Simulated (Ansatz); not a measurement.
ZrB2 (P6/mmm), relaxed with LDA (Ansatz, a quantum-chemistry and plane-wave program, plane waves, PAW): a = 3.1328 Å, b = 3.1328 Å, c = 3.4887 Å, α = 90.00°, β = 90.00°, γ = 120.00°.

ΔH_f (eV/atom): -1.08
B₀ by P(V) fit (GPa): 260
K_Hill (GPa): 261
G_Hill (GPa): 251
highest Γ mode, no LO–TO term (cm⁻¹): 795
Θ_D (K): 959

Question: The same phase is relaxed and computed with r²SCAN in the same code. What are the cell and these values now?

Answer: a = b = 3.1672 Å, c = 3.5516 Å, α = β = 90.00°, γ = 120.00°.

* **ΔH_f (eV/atom)**: -1.07
* **B₀ by P(V) fit (GPa)**: 242
* **K_Hill (GPa)**: 243
* **G_Hill (GPa)**: 239
* **highest Γ mode, no LO–TO term (cm⁻¹)**: 776
* **Θ_D (K)**: 941

All cells were relaxed under the symmetry of their starts (and spin orders); stability against distortions was not tested throughout. Rows with no word on spin ran without spin polarisation. Scalar-relativistic: spin–orbit coupling is off unless named, which matters more the heavier the elements.

Potentials: the later of the program's two PAW sets.

Ansatz is a plane-wave DFT program.

Formation energies count from the lowest solids of the elements computed at the same level, not from gases.
